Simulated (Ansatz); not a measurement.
A geometry of Li away from equilibrium: step 2 of the relaxation of a generated cell, Li built in the AFLOW prototype A_hP3_152_a (A8, as in Se). All values below come from r2SCAN (plane waves to 500 eV, PAW, scalar-relativistic; Ansatz, a first-principles code). Γ-centred k-mesh 9×9×7 on the run's cell (coarser than for final values), Fermi–Dirac smearing 0.05 eV. The plane waves were selected for a different cell earlier on the path.

```yaml
crystal:
  lattice:
    - [3.91810, 0.00000, 0.00000]
    - [-1.95905, 3.39317, 0.00000]
    - [0.00000, 0.00000, 4.54755]
  atoms:
    - { symbol: Li, position: [0.27384, 0.00000, 0.83333] }
    - { symbol: Li, position: [0.00000, 0.27384, 0.16667] }
    - { symbol: Li, position: [0.72616, 0.72616, 0.50000] }
```

Problem. Give the Cartesian forces on all atoms (eV/Å).

Solution. 
```csv
atom,Fx,Fy,Fz
Li1,0.81,0.00,0.00
Li2,-0.41,0.71,0.00
Li3,-0.41,-0.71,0.00
```

The path ends in Im-3m (No. 229) (bcc (W type)). No spin polarisation in the result.

The run could not lose the symmetry of its start.
